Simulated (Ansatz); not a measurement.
TiTl₂F₆, in the lowest of the structures calculated here: P-3m1 (No. 164), hP9; a = 5.924 Å, b = 5.924 Å, c = 4.777 Å, α = 90.00°, β = 90.00°, γ = 120.00°; Ti 1a (0.000, 0.000, 0.000); Tl 2d (0.667, 0.333, 0.311); F 6i (0.152, 0.303, 0.220). Computed with r2SCAN (plane waves to 500 eV, PAW, scalar-relativistic; Ansatz, a quantum-chemistry and plane-wave program). Element references, the lowest calculated here: Ti (P6/mmm, not the ambient form), F (R-3m, a generated molecular cell), Tl (P6₃/mmc); gases are represented by their molecular solids.

### Question
Predict the formation energy of this P-3m1 form of TiTl2F6 from the elements from r2SCAN.

### Answer
-2.97 eV/atom.

Static energies, no anion corrections, no zero-point energy. Values are rounded to 0.01 eV/atom. Spin-orbit coupling is missing from these energies, which matters for elements this heavy. The compounds carry no spin polarisation.
